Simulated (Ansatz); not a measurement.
K-41 NMR of the central transition in K3GeH2NO3

Cell: a Materials Project structure (computed, not necessarily an observed phase), atoms as given.

Space group P-1 (No. 2); a = 6.4685, b = 6.7773, c = 7.2967 Å, α = 96.29°, β = 101.42°, γ = 91.61°.

```csv
site,Wyckoff,site symmetry,x,y,z
K1,2i,1,0.7616,0.0914,0.0289
K3,2i,1,0.6541,0.1992,0.4827
K5,2i,1,0.7168,0.5232,0.8700
Ge,2i,1,0.7858,0.7023,0.3032
H9,2i,1,0.8858,0.8905,0.6250
H11,2i,1,0.9679,0.6645,0.6307
N,2i,1,0.8402,0.7432,0.5770
O15,2i,1,0.5664,0.8502,0.2373
O17,2i,1,0.9959,0.2196,0.7923
O19,2i,1,0.7226,0.4453,0.2389
```

One atom of each set is listed.

The numbers come from a DFT calculation in Ansatz (PBE, plane waves and PAW, scalar-relativistic, 420 eV cutoff, Γ-centred 4×4×3 k-points, Fermi–Dirac smearing 0.02 eV).

K-41 has I = 3/2 and Q = 73.40 mb (Pyykkö 2018); at 9.4 T its Larmor frequency is ν₀ = 10.3 MHz. Only the quadrupole interaction is simulated: positions count from each site's isotropic chemical shift, and shift anisotropy, dipolar and J coupling are left out.

Problem. What does the K-41 spectrum (static powder) show for each site?

Solution. 

| site | first shell | C_Q (MHz) | η | P_Q (MHz) | δ_QIS (ppm) | breadth (kHz) |
| --- | --- | --- | --- | --- | --- | --- |
| K1 | 5 O at 2.65–2.93 Å, 1 N at 3.52 Å; also 5 K at 3.26–3.88 Å, 1 Ge at 3.47 Å, 1 N at 3.97 Å | -4.38 | 0.64 | 4.67 | -5168 | 384 |
| K3 | 4 O at 2.66–2.82 Å, 3 N at 3.18–3.44 Å; also 4 K at 3.33–3.85 Å, 1 N at 3.79 Å | -4.33 | 0.78 | 4.74 | -5335 | 405 |
| K5 | 5 O at 2.79–3.10 Å, 1 N at 2.96 Å; also 2 K at 3.26–3.33 Å | 3.23 | 0.31 | 3.28 | -2552 | 169 |

δ_QIS = −(ν_Q²/30ν₀²)[I(I+1) − 3/4](1 + η²/3) × 10⁶ ppm with ν_Q = 3|C_Q|/[2I(2I−1)]; it falls as 1/B₀² in ppm, and the breadth as 1/B₀ in kHz.

With ν_Q/ν₀ up to 0.21, terms beyond second order are no longer negligible.

The largest force is 0.3 eV/Å, so the atoms aren't at the calculated equilibrium and relaxing them would move these values.
